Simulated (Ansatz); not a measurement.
Here is the system:

HfCuGe:
Space group I4/mmm (No. 139); a = 3.7639 Å, b = 3.7639 Å, c = 13.4599 Å, α = 90.00°, β = 90.00°, γ = 90.00°

```json
[
 {"atom": "Hf", "site": "4e", "symmetry": "4mm", "x": "0.0000", "y": "0.0000", "z": "0.3306"},
 {"atom": "Cu", "site": "4c", "symmetry": "mmm.", "x": "0.0000", "y": "0.5000", "z": "0.0000"},
 {"atom": "Ge", "site": "4e", "symmetry": "4mm", "x": "0.0000", "y": "0.0000", "z": "0.1270"}
]
```
(The calculation used a cell of 6 atoms; values per cell refer to that cell.)

This is the r²SCAN-relaxed structure.

Q: All from plane-wave PAW r²SCAN (Ansatz code), unless another level is named. Give the electronic character.

A: metallic (no gap).

Q: What about the density of states at the Fermi level?

A: 0.24 states/eV per atom (mean over ±0.08 eV).

Q: And the formation energy from the elements (no fitted shifts)?

A: -0.55 eV/atom.

The first step of the workflow began from a Materials Project structure, measured or hypothetical; the Crystallography Open Database copy checked does not list it. Whether it is the stable phase at ambient conditions was not checked. The cell was relaxed with r²SCAN under the symmetry of its start; whether a distortion lowers the energy is not shown. No spin polarisation was allowed. The references are the lowest solids computed at this level, not always the standard phases. Spin–orbit coupling is left out wherever it is not named.

Potentials: the later of the program's two PAW sets.
